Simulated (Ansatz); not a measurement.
Input:

Ge$_{3}$N$_{4}$:
```yaml
crystal:
  lattice:
    - [8.05721, 0.00000, 0.00000]
    - [-4.02860, 6.97774, 0.00000]
    - [0.00000, 0.00000, 3.08473]
  atoms:
    - { symbol: Ge, position: [0.83057, 0.23717, 0.75000] }
    - { symbol: Ge, position: [0.16943, 0.76283, 0.25000] }
    - { symbol: Ge, position: [0.59340, 0.83057, 0.25000] }
    - { symbol: Ge, position: [0.40660, 0.16943, 0.75000] }
    - { symbol: Ge, position: [0.76283, 0.59340, 0.75000] }
    - { symbol: Ge, position: [0.23717, 0.40660, 0.25000] }
    - { symbol: N, position: [0.66667, 0.33333, 0.75000] }
    - { symbol: N, position: [0.33333, 0.66667, 0.25000] }
    - { symbol: N, position: [0.66963, 0.97421, 0.75000] }
    - { symbol: N, position: [0.33037, 0.02579, 0.25000] }
    - { symbol: N, position: [0.69542, 0.66963, 0.25000] }
    - { symbol: N, position: [0.30458, 0.33037, 0.75000] }
    - { symbol: N, position: [0.02579, 0.69542, 0.75000] }
    - { symbol: N, position: [0.97421, 0.30458, 0.25000] }
```

This is the PBEsol-relaxed structure.

Task: All from plane-wave PAW PBEsol (Ansatz code), unless another level is named. Predict the hole effective mass.

Result: 2.6, 12, 12 mₑ (principal values).

Task: And the electron effective mass with spin–orbit coupling?

Result: 0.22, 0.26, 0.26 mₑ (principal values).

Task: What about the HSE06 gap on the PBEsol cell?

Result: 3.63 eV.

Space group P6_3/m. Symmetry was held in the PBEsol relaxation. Spin–orbit coupling is left out wherever it is not named.

Potentials: the earlier of the program's two PAW sets. The files were generated under PBE; for other functionals the program regenerates the frozen cores, and for LDA and PBEsol the local potential too.
